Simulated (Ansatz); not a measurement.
Relaxed bulk Al$_{2}$Pt, space group Fm-3m (No. 225):

```cif
data_structure
_symmetry_space_group_name_H-M 'Fm-3m'
_symmetry_Int_Tables_number 225
_cell_length_a 5.9464
_cell_length_b 5.9464
_cell_length_c 5.9464
_cell_angle_alpha 90.000
_cell_angle_beta 90.000
_cell_angle_gamma 90.000
_cell_volume 210.26
loop_
_atom_site_label
_atom_site_type_symbol
_atom_site_symmetry_multiplicity
_atom_site_Wyckoff_symbol
_atom_site_fract_x
_atom_site_fract_y
_atom_site_fract_z
_atom_site_occupancy
Al1 Al 8 c 0.25000 0.75000 0.75000 1
Pt1 Pt 4 a 0.00000 0.00000 0.00000 1
```

Miller indices refer to the conventional cell of Fm-3m (No. 225), a = 5.946 Å, b = 5.946 Å, c = 5.946 Å, α = 90.00°, β = 90.00°, γ = 90.00°.

The (110) slab of 5 planes, 8.4 Å thick with 15 Å of vacuum as cut; outer planes Al2Pt (top) and Al2Pt (bottom).

The calculation used DFT PBE, scalar-relativistic, plane waves, PAW in Ansatz 0.2.0. Plane waves to 420 eV, a k mesh through Γ of 8×6×1 on the computed 15-atom cell and Gaussian smearing (0.10 eV); no spin polarisation. A dipole correction removes the field between periodic images along c.

With the atoms at the bulk's places:

- Surface energy (mean of both faces): 1.37 J/m²
- Work function: 4.61 eV

Problem. What changes when all atoms relax?

Solution. The energy falls by 0.044 J/m² a face, and the largest move is 0.13 Å.

```
Surface energy (mean of both faces) : 1.32 J/m²
Work function                       : 4.50 eV
```

```csv
plane (bottom to top),atoms,"spacing to next, bulk (Å)",relaxed (Å),change (%),rumpling (Å)
1,Al2Pt,2.102,2.013,-4.3,0.019
2,Al2Pt,2.102,2.098,-0.2,0.059
3,Al2Pt,2.102,2.098,-0.2,0.000
4,Al2Pt,2.102,2.013,-4.3,0.059
5,Al2Pt,,,,0.019
```

Slabs this thin can still miss converged surface energies by a few hundredths of a J/m² and work functions by about a tenth of an eV.

Spin-orbit coupling is left out, which matters for the bands of heavy elements.

γ = (E_slab − N·E_bulk)/2A = 4.133 eV / (2 × 25.00 Å²) = 82.6 meV/Å² = 1.32 J/m², with N = 15 atoms. The cut crosses 4 bonds a cell (neighbours within 10 % of the shortest distances), so each costs 1.03 eV on this count.
